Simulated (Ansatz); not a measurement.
LuZn:
```xyz
2
Lattice="3.4598 0.0000 0.0000 0.0000 3.4598 0.0000 0.0000 0.0000 3.4598" Properties=species:S:1:pos:R:3 pbc="T T T"
Lu     0.0000     0.0000     0.0000
Zn     1.7299     1.7299     1.7299
```

Relaxed with r²SCAN.

Task: Map the valence electron density (e/Å³), cut off at 5 on the plane through (0.000, 0.000, 0.000) spanned by u = [1, 0, 0] and v = [0, 1, 1] in lattice vectors, from plane-wave PAW r²SCAN (Ansatz code).

Result: x is the fraction of u, y of v (the angle between them is 90°; rows are the nearest grid lines); atoms in the plane: Lu at (0.00, 0.00), Zn at (0.50, 0.50).
```
|999930000000039999|
|999920000000029999|
|999510000000015999|
|995200000000002599|
|321000000000000123|
|000000000000000000|
|000000000000000000|
|000000000000000000|
|000000001100000000|
|000000123321000000|
|000001279972100000|
|000001599995100000|
|000001599995100000|
|000001279972100000|
|000000123321000000|
|000000001100000000|
|000000000000000000|
|000000000000000000|
|000000000000000000|
|321000000000000123|
|995200000000002599|
|999510000000015999|
|999920000000029999|
|999930000000039999|
```
Scale: ten equal steps from 0.100 (start of '0') to 5.00 (end of '9'), in the order '0123456789'; x runs from 0.000 to 1.00, y from 0.000 (bottom) to 1.00 (top).

The density is the valence pseudo-density with augmentation charge, so density and ELF within about 1 Å of a nucleus are not all-electron values.

Space group Pm-3m (CsCl type). The workflow started from an entry of the Crystallography Open Database (COD). Whether it is the stable phase at ambient conditions was not checked. The cell was relaxed with r²SCAN under the symmetry of its start; whether a distortion lowers the energy is not shown. Spin–orbit coupling is left out wherever it is not named.

Potentials: the later of the program's two PAW sets.
